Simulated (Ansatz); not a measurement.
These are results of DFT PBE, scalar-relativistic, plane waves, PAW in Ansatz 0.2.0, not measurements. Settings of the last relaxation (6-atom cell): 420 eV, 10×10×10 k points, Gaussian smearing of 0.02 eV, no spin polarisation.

Formation energies are uncorrected and count from the elements' standard states at the same level.

Task: Suggest a trial structure for a tetragonal semiconductor that holds In and 2 more elements, with a gap near 0.8 eV, a formation energy near −0.39 eV/atom and a density near 4.30 g/cm³, in a cell of 6 atoms. Its symmetry should be I-4m2 (No. 119).

Result: Al2InAs3, space group I-4m2 (No. 119). Around Al lie 4 As at 2.49–2.50 Å; around In lie 4 As at 2.64 Å; As on a site of symmetry 2mm has 2 Al at 2.49 Å and 2 In at 2.64 Å; As on a site of symmetry -4m2 has 4 Al at 2.50 Å.

```yaml
crystal:
  lattice:
    - [-2.07507, 2.07507, 8.83075]
    - [2.07507, -2.07507, 8.83075]
    - [2.07507, 2.07507, -8.83075]
  atoms:
    - { symbol: Al, position: [0.82934, 0.82934, 0.00000] }
    - { symbol: Al, position: [0.17067, 0.17067, 0.00000] }
    - { symbol: In, position: [0.50000, 0.50000, 0.00000] }
    - { symbol: As, position: [0.40730, 0.90730, 0.50000] }
    - { symbol: As, position: [0.09270, 0.59270, 0.50000] }
    - { symbol: As, position: [0.75000, 0.25000, 0.50000] }
```

| Item | Value |
| --- | --- |
| Volume per atom | 25.35 Å³ |
| Density | 4.30 g/cm³ |
| Formation energy | −0.391 eV/atom |
| Gap on the 10×10×10 mesh of the 6-atom cell | 0.84 eV |

It was reached by relaxing an invented guess, and it needn't be the stable form of this composition. The answer needn't be unique; the calculation gave this one.

Kohn–Sham gaps at this level usually fall short of measured ones. The reference form of As is held partly by dispersion forces, which this level lacks. A later test with randomly moved atoms came back to the same energy, though modes that don't fit the test's cell weren't probed.
